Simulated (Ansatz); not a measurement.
## Is this Hg2O structure a true minimum?

The cell was found from a structure generator's guess, not taken from experiment.

Computed with DFT PBE, scalar-relativistic, plane waves, PAW (Ansatz). Plane waves to 420 eV, a k mesh through Γ of 10×10×8 on the computed 3-atom cell and Gaussian smearing (0.10 eV); no spin polarisation.

The cell below (3 atoms, space group C2 (No. 5)) is relaxed within its symmetry.

```
CELL_PARAMETERS angstrom
3.63790 -0.18277 -0.03205
0.26812 3.63189 -0.06624
0.87545 0.81844 5.06254
ATOMIC_POSITIONS crystal
Hg 0.28372 0.30994 0.20117
Hg 0.91295 0.93928 0.63099
O 0.43337 0.78966 0.91612
```

For the test a repeat of it with 6 atoms (edges 3.64, 5.20, 7.28 Å) was strained at random (σ = 1.5 % a component), the atoms were moved at random (σ = 0.05 Å), and all was relaxed again on a coarse 6×4×4 mesh (in the run’s order of axes) with 0.20 eV smearing, with no symmetry imposed.

Weakly bound directions are ill-defined at this level, which has no dispersion term. Spin–orbit coupling, which can matter for Hg, is left out.

Question: Is the structure stable against such a distortion?

Answer: It returns, within 1 meV/atom of the unmoved cell on that mesh and with the same symmetry when read at 0.1 Å (P1 at 0.01 Å, so small strains and shifts remain). So it is stable against the distortions that fit this cell and that this random move excites. Modes that don't fit the cell aren't tested.
